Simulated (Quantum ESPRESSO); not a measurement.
# Mo4S6Se2: one run as intended and one with a planted mistake

Simulated, not a measurement. The program is pw.x of Quantum ESPRESSO 7.5 (plane-wave density functional theory). The cell is made up: 12 atoms on a layered 2H lattice, with randomly drawn elements, strain and displacements, not relaxed. PseudoDojo standard norm-conserving files (v0.5 for PBE, v0.4.1 for LDA and PBEsol) set the functional; there is no spin polarisation, spin-orbit coupling or dispersion term, and the masses in the input are unused placeholders.

Intended input:

```
&control calculation='scf', pseudo_dir='./dojo.nc.sr.pbe.v0_5.standard.upf', outdir='./o', disk_io='low', tprnfor=.true., tstress=.true. /
&system ibrav=0, nat=12, ntyp=3, nbnd=68, ecutwfc=85.99341389, nosym=.true., tot_charge=0,
 occupations='smearing', smearing='fd', degauss=0.0018374661
/
&electrons conv_thr=7.350e-09, electron_maxstep=60, /
ATOMIC_SPECIES
Mo 1.0 Mo.upf
S 1.0 S.upf
Se 1.0 Se.upf
CELL_PARAMETERS angstrom
3.193 -0.0466 -0.023
-0.0807 5.5369 -0.0005
-0.0914 -0.0012 12.5351
ATOMIC_POSITIONS angstrom
Mo -0.1194 1.8339 3.1591
Mo 1.621 0.9731 9.2854
Mo 1.6782 4.5554 3.2143
Mo -0.2543 3.8915 9.42
S -0.1012 1.9698 7.8661
S -0.1942 1.7444 10.9736
S 1.4641 1.0221 1.4904
Se 1.5909 0.8911 4.5306
S 1.5285 4.7214 7.8544
S 1.5203 4.6148 10.9369
Se -0.1585 3.6541 1.5717
S -0.1212 3.5932 4.9147
K_POINTS automatic
7 4 2 1 1 1
```

The log is shortened where brackets say so; the opening notice, blank lines, dates and the lines on written files are dropped, and the path of the files is cut. It prints rydbergs, bohrs and kilobars, and counts compression as positive stress.

Log of the intended run:

```
     Program PWSCF v.7.5
     Parallel version (MPI & OpenMP), running on       4 processor cores
     Number of MPI processes:                 4
     Threads/MPI process:                     1
     [start-up lines left out]
     bravais-lattice index     =            0
     lattice parameter (alat)  =       6.0347  a.u.
     unit-cell volume          =    1495.1156 (a.u.)^3
     number of atoms/cell      =           12
     number of atomic types    =            3
     number of electrons       =       124.00
     number of Kohn-Sham states=           68
     kinetic-energy cutoff     =      85.9934  Ry
     charge density cutoff     =     343.9737  Ry
     scf convergence threshold =      7.3E-09
     mixing beta               =       0.7000
     number of iterations used =            8  plain     mixing
     Exchange-correlation= PBE
                           (   1   4   3   4   0   0   0)
     [axes and pseudopotential details left out]
   Cartesian axes
     site n.     atom                  positions (alat units)
         1        Mo     tau(   1) = (  -0.0373893   0.5742741   0.9892520  )
         2        Mo     tau(   2) = (   0.5076058   0.3047201   2.9076638  )
         3        Mo     tau(   3) = (   0.5255176   1.4264945   1.0065375  )
         4        Mo     tau(   4) = (  -0.0796324   1.2185984   2.9498129  )
         5        S      tau(   5) = (  -0.0316901   0.6168303   2.4632190  )
         6        S      tau(   6) = (  -0.0608125   0.5462477   3.4363128  )
         7        S      tau(   7) = (   0.4584736   0.3200641   0.4667093  )
         8        Se     tau(   8) = (   0.4981802   0.2790423   1.4187285  )
         9        S      tau(   9) = (   0.4786400   1.4784763   2.4595553  )
        10        S      tau(  10) = (   0.4760722   1.4450952   3.4248205  )
        11        Se     tau(  11) = (  -0.0496333   1.1442581   0.4921678  )
        12        S      tau(  12) = (  -0.0379530   1.1251877   1.5390070  )
     number of k points=    28  Fermi-Dirac smearing, width (Ry)=  0.0018
                       cart. coord. in units 2pi/alat
        k(    1) = (   0.0729685   0.0731634   0.0642287), wk =   0.0714286
        k(    2) = (   0.0720505   0.0731385  -0.0631573), wk =   0.0714286
     [further k points left out]
     Dense  grid:   161001 G-vectors     FFT dimensions: (  36,  64, 144)
     Estimated max dynamical RAM per process >     422.14 MB
     Estimated total dynamical RAM >       1.53 GB
     Initial potential from superposition of free atoms
     starting charge     123.9939, renormalised to     124.0000
     Starting wfcs are   82 randomized atomic wfcs
     total cpu time spent up to now is       10.2 secs
     per-process dynamical memory:   310.2 Mb
     Self-consistent Calculation
     iteration #  1     ecut=    85.99 Ry     beta= 0.70
     Davidson diagonalization with overlap
     ethr =  1.00E-02,  avg # of iterations =  2.0
     total cpu time spent up to now is       31.2 secs
     total energy              =   -1178.76084939 Ry
     estimated scf accuracy    <       1.56598596 Ry
     iteration #  2     ecut=    85.99 Ry     beta= 0.70
     Davidson diagonalization with overlap
     ethr =  1.26E-03,  avg # of iterations =  7.0
     total cpu time spent up to now is       62.9 secs
     total energy              =   -1176.88247294 Ry
     estimated scf accuracy    <      21.80010848 Ry
     [iterations 3 to 21 left out]
     iteration # 22     ecut=    85.99 Ry     beta= 0.70
     Davidson diagonalization with overlap
     ethr =  5.05E-11,  avg # of iterations =  2.8
     total cpu time spent up to now is      438.1 secs
     total energy              =   -1179.68648618 Ry
     estimated scf accuracy    <          9.7E-09 Ry
     iteration # 23     ecut=    85.99 Ry     beta= 0.70
     Davidson diagonalization with overlap
     ethr =  7.85E-12,  avg # of iterations =  5.7
     total cpu time spent up to now is      456.9 secs
     End of self-consistent calculation
     [lines on levels left out]
!    total energy              =   -1179.68648618 Ry
     estimated scf accuracy    <          1.1E-09 Ry
     smearing contrib. (-TS)   =      -0.00000003 Ry
     internal energy E=F+TS    =   -1179.68648615 Ry
     The total energy is F=E-TS. E is the sum of the following terms:
     one-electron contribution =    -739.76022358 Ry
     hartree contribution      =     417.99530042 Ry
     xc contribution           =    -217.61299332 Ry
     ewald contribution        =    -640.30856968 Ry
     convergence has been achieved in  23 iterations
     Forces acting on atoms (cartesian axes, Ry/au):
     atom    1 type  1   force =     0.09701277    0.07527491   -0.13646282
     atom    2 type  1   force =    -0.13693031   -0.00103445    0.09941461
     atom    3 type  1   force =    -0.14547567   -0.06352770   -0.03566629
     atom    4 type  1   force =     0.15327219   -0.12437087   -0.00884236
     atom    5 type  2   force =     0.04184683    0.02612121   -0.03953895
     atom    6 type  2   force =     0.06805302    0.06649931   -0.01531570
     atom    7 type  2   force =     0.01127006   -0.05181062    0.03190453
     atom    8 type  3   force =    -0.08153989   -0.00540493    0.26770285
     atom    9 type  2   force =    -0.05926916   -0.01717599   -0.06759071
     atom   10 type  2   force =    -0.06699728    0.04765672    0.03404763
     atom   11 type  3   force =     0.07725001    0.02988721   -0.07295677
     atom   12 type  2   force =     0.04150745    0.01788519   -0.05669602
     Total force =     0.506988     Total SCF correction =     0.000167
     Computing stress (Cartesian axis) and pressure
          total   stress  (Ry/bohr**3)                   (kbar)     P=       99.08
   0.00058949   0.00010772  -0.00017820           86.72       15.85      -26.21
   0.00010772   0.00061694   0.00025805           15.85       90.76       37.96
  -0.00017820   0.00025805   0.00081425          -26.21       37.96      119.78
     init_run     :      9.66s CPU     10.09s WALL (       1 calls)
     electrons    :    437.35s CPU    446.77s WALL (       1 calls)
     forces       :      3.17s CPU      3.23s WALL (       1 calls)
     stress       :     10.29s CPU     10.55s WALL (       1 calls)
     [timing details left out]
     PWSCF        :   7m40.64s CPU   7m50.97s WALL
     JOB DONE.
```

A second run has one planted mistake: two atoms have their elements exchanged. The input lines that differ, file-writing options aside:

```
- S -0.1012 1.9698 7.8661
+ Se -0.1012 1.9698 7.8661
- Se 1.5909 0.8911 4.5306
+ S 1.5909 0.8911 4.5306
```

Its log:

```
     Program PWSCF v.7.5
     Parallel version (MPI & OpenMP), running on       4 processor cores
     Number of MPI processes:                 4
     Threads/MPI process:                     1
     [start-up lines left out]
     bravais-lattice index     =            0
     lattice parameter (alat)  =       6.0347  a.u.
     unit-cell volume          =    1495.1156 (a.u.)^3
     number of atoms/cell      =           12
     number of atomic types    =            3
     number of electrons       =       124.00
     number of Kohn-Sham states=           68
     kinetic-energy cutoff     =      85.9934  Ry
     charge density cutoff     =     343.9737  Ry
     scf convergence threshold =      7.3E-09
     mixing beta               =       0.7000
     number of iterations used =            8  plain     mixing
     Exchange-correlation= PBE
                           (   1   4   3   4   0   0   0)
     [axes and pseudopotential details left out]
   Cartesian axes
     site n.     atom                  positions (alat units)
         1        Mo     tau(   1) = (  -0.0373893   0.5742741   0.9892520  )
         2        Mo     tau(   2) = (   0.5076058   0.3047201   2.9076638  )
         3        Mo     tau(   3) = (   0.5255176   1.4264945   1.0065375  )
         4        Mo     tau(   4) = (  -0.0796324   1.2185984   2.9498129  )
         5        Se     tau(   5) = (  -0.0316901   0.6168303   2.4632190  )
         6        S      tau(   6) = (  -0.0608125   0.5462477   3.4363128  )
         7        S      tau(   7) = (   0.4584736   0.3200641   0.4667093  )
         8        S      tau(   8) = (   0.4981802   0.2790423   1.4187285  )
         9        S      tau(   9) = (   0.4786400   1.4784763   2.4595553  )
        10        S      tau(  10) = (   0.4760722   1.4450952   3.4248205  )
        11        Se     tau(  11) = (  -0.0496333   1.1442581   0.4921678  )
        12        S      tau(  12) = (  -0.0379530   1.1251877   1.5390070  )
     number of k points=    28  Fermi-Dirac smearing, width (Ry)=  0.0018
                       cart. coord. in units 2pi/alat
        k(    1) = (   0.0729685   0.0731634   0.0642287), wk =   0.0714286
        k(    2) = (   0.0720505   0.0731385  -0.0631573), wk =   0.0714286
     [further k points left out]
     Dense  grid:   161001 G-vectors     FFT dimensions: (  36,  64, 144)
     Estimated max dynamical RAM per process >     422.14 MB
     Estimated total dynamical RAM >       1.53 GB
     Initial potential from superposition of free atoms
     starting charge     123.9939, renormalised to     124.0000
     Starting wfcs are   82 randomized atomic wfcs
     total cpu time spent up to now is        9.9 secs
     per-process dynamical memory:   310.2 Mb
     Self-consistent Calculation
     iteration #  1     ecut=    85.99 Ry     beta= 0.70
     Davidson diagonalization with overlap
     ethr =  1.00E-02,  avg # of iterations =  2.0
     total cpu time spent up to now is       28.8 secs
     total energy              =   -1178.79701862 Ry
     estimated scf accuracy    <       1.56823747 Ry
     iteration #  2     ecut=    85.99 Ry     beta= 0.70
     Davidson diagonalization with overlap
     ethr =  1.26E-03,  avg # of iterations =  6.6
     total cpu time spent up to now is       58.7 secs
     total energy              =   -1176.99704972 Ry
     estimated scf accuracy    <      20.83238850 Ry
     [iterations 3 to 18 left out]
     iteration # 19     ecut=    85.99 Ry     beta= 0.70
     Davidson diagonalization with overlap
     ethr =  1.66E-11,  avg # of iterations =  3.0
     total cpu time spent up to now is      391.9 secs
     total energy              =   -1179.72174948 Ry
     estimated scf accuracy    <          9.4E-09 Ry
     iteration # 20     ecut=    85.99 Ry     beta= 0.70
     Davidson diagonalization with overlap
     ethr =  7.59E-12,  avg # of iterations =  2.7
     total cpu time spent up to now is      408.9 secs
     End of self-consistent calculation
     [lines on levels left out]
!    total energy              =   -1179.72174948 Ry
     estimated scf accuracy    <          4.0E-09 Ry
     smearing contrib. (-TS)   =      -0.00000002 Ry
     internal energy E=F+TS    =   -1179.72174946 Ry
     The total energy is F=E-TS. E is the sum of the following terms:
     one-electron contribution =    -670.27830670 Ry
     hartree contribution      =     383.23003766 Ry
     xc contribution           =    -217.59253372 Ry
     ewald contribution        =    -675.08094670 Ry
     convergence has been achieved in  20 iterations
     Forces acting on atoms (cartesian axes, Ry/au):
     atom    1 type  1   force =     0.07333746    0.01218336   -0.03480248
     atom    2 type  1   force =    -0.15827491   -0.05639295    0.18917188
     atom    3 type  1   force =    -0.15017385   -0.00022355    0.01626695
     atom    4 type  1   force =     0.15279441   -0.09129919    0.02557006
     atom    5 type  3   force =     0.06652635    0.04893105   -0.16217279
     atom    6 type  2   force =     0.06740130    0.06920192   -0.01153564
     atom    7 type  2   force =     0.01094113   -0.04872161    0.03648597
     atom    8 type  2   force =    -0.05160464   -0.00526651    0.11374677
     atom    9 type  2   force =    -0.06023057   -0.01810827   -0.07261427
     atom   10 type  2   force =    -0.06823763    0.04454923    0.03482446
     atom   11 type  3   force =     0.07663836    0.02772688   -0.07251040
     atom   12 type  2   force =     0.04088259    0.01741963   -0.06243051
     Total force =     0.472018     Total SCF correction =     0.000266
     Computing stress (Cartesian axis) and pressure
          total   stress  (Ry/bohr**3)                   (kbar)     P=       92.18
   0.00055722   0.00011121  -0.00017258           81.97       16.36      -25.39
   0.00011121   0.00054271   0.00021882           16.36       79.84       32.19
  -0.00017258   0.00021882   0.00078004          -25.39       32.19      114.75
     init_run     :      9.03s CPU      9.41s WALL (       1 calls)
     electrons    :    391.53s CPU    399.07s WALL (       1 calls)
     forces       :      3.26s CPU      3.31s WALL (       1 calls)
     stress       :     10.70s CPU     10.97s WALL (       1 calls)
     [timing details left out]
     PWSCF        :   6m55.03s CPU   7m 3.44s WALL
     JOB DONE.
```

|  | intended run | run with the mistake |
| --- | --- | --- |
| free energy (eV) | -16050.452 | -16050.932 |
| smearing term -TS (eV) | 0.0000 | 0.0000 |
| pressure (GPa) | 9.91 | 9.22 |
| largest force component (eV/Å) | 6.883 | 4.864 |
| largest change of a force component (eV/Å) |  | 3.958 |
| iterations | 23 | 20 |

For scale, a rerun of the intended cell at a cutoff of 1467 eV and k mesh 9 x 6 x 4 moved values by no more than 0.002 eV in energy, 0.02 GPa in stress and 0.004 eV/Å in force.